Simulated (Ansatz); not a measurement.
## Energy and pressure of Mn2ZnAs2 against volume, without spin

Method: DFT PBE, scalar-relativistic, plane waves, PAW (Ansatz).

```
CELL_PARAMETERS angstrom
4.09900 0.00000 0.00000
-2.04950 3.54984 0.00000
0.00000 0.00000 6.57200
ATOMIC_POSITIONS crystal
Mn 0.33333 0.66667 0.36944
Mn 0.66667 0.33333 0.63056
Zn 0.00000 0.00000 0.00000
As 0.33333 0.66667 0.76793
As 0.66667 0.33333 0.23207
```

- plane-wave cutoff: 420 eV
- Γ-centred k-mesh: 12×12×6
- occupation rule: Gaussian smearing, 0.1 eV
- spin treatment: unpolarised

The cell is scaled evenly at fixed fractional positions, V₀ being the volume of the cell shown; start: no spin polarisation. Energies are extrapolated to zero smearing. A spin-polarised state can lie lower, at larger volumes above all.

| V/V₀ | E above lowest (meV/atom) | P (GPa) |
| --- | --- | --- |
| 0.800 | 0.0 | 1.8 |
| 0.860 | 18.8 | -6.4 |
| 0.920 | 85.9 | -11.8 |
| 0.960 | 148.8 | -14.3 |
| 1.000 | ? | ? |
| 1.040 | ? | ? |
| 1.100 | 432.3 | -18.6 |
| 1.180 | 613.7 | -19.0 |

(1) Fill in the withheld rows.

## Answers

(1) The withheld rows:

| V/V₀ | E above lowest (meV/atom) | P (GPa) |
| --- | --- | --- |
| 1.000 | 221.9 | -16.1 |
| 1.040 | 302.4 | -17.4 |

Cost: 8 runs of about 3.4 core-minutes in all, on Arm Neoverse V1 (shared hosts).